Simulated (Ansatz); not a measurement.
Hf3Te2:
```
CELL_PARAMETERS angstrom
     -1.84474     1.84474     9.24090
      1.84474    -1.84474     9.24090
      1.84474     1.84474    -9.24090
ATOMIC_POSITIONS crystal
  Hf 0.90745 0.90745 0.00000
  Hf 0.09255 0.09255 0.00000
  Hf 0.50000 0.50000 0.00000
  Te 0.33624 0.33624 0.00000
  Te 0.66376 0.66376 0.00000
```

Relaxed with r²SCAN+D4.

Q: Map the electron localisation function on the plane through (0.907, 0.907, 0.000) spanned by u = [1, 1, 0] and v = [1, -1, 0] in lattice vectors, from r²SCAN+D4 (plane waves, PAW; program Ansatz).

A: x is the fraction of u, y of v (the angle between them is 90°; rows are the nearest grid lines); atoms in the plane: Hf at (0.00, 0.00), Hf at (0.50, 0.50), Hf at (0.19, 0.00), Hf at (0.69, 0.50), Hf at (0.09, 0.50), Hf at (0.59, 0.00), Te at (0.43, 0.00), Te at (0.93, 0.50), Te at (0.26, 0.50), Te at (0.76, 0.00).
```
|8932518998000187110406999145100584000498|
|9933518997000187200416999145200684000499|
|9923617996000177301515998146301683000399|
|9714615984010068523513896146424782011279|
|2125531222563028767731221236767850156212|
|1133331114786116888522112223788820478621|
|2221122237888204786213333111478611688852|
|4312212367678501562112553122256302876774|
|6215631476567710221441562265223104865576|
|6138961464247820112771461598401006852356|
|6159981463016830003992361799600017730156|
|6169991452006840004993351899700018720046|
|6169991452006840004993351899700018720046|
|6159981463016830003992361799600017730156|
|6138961464247820112771461598401006852356|
|6215631476567710221441562265223104865576|
|4312212367678501562112553122256302876774|
|2221122237888204786213333111478611688852|
|1133331114786116888522112223788820478621|
|2125531222563028767731221236767850156212|
|9714615984010068523513896146424782011279|
|9923617996000177301515998146301683000399|
|9933518997000187200416999145200684000499|
|8932518998000187110406999145100584000498|
```
Scale: ten equal steps from 0.004 (start of '0') to 0.847 (end of '9'), in the order '0123456789'; x runs from 0.000 to 1.00, y from 0.000 (bottom) to 1.00 (top).

The density is the valence pseudo-density with augmentation charge, so density and ELF within about 1 Å of a nucleus are not all-electron values.

Space group I4/mmm. The first step of the workflow began from a Materials Project structure, measured or hypothetical; the Crystallography Open Database copy checked does not list it. Its standing as an ambient phase is unchecked. Symmetry was held in the r²SCAN+D4 relaxation; whether a distortion lowers the energy is not shown. No spin polarisation was allowed. Spin–orbit coupling is left out wherever it is not named.

Potentials: the later of the program's two PAW sets.
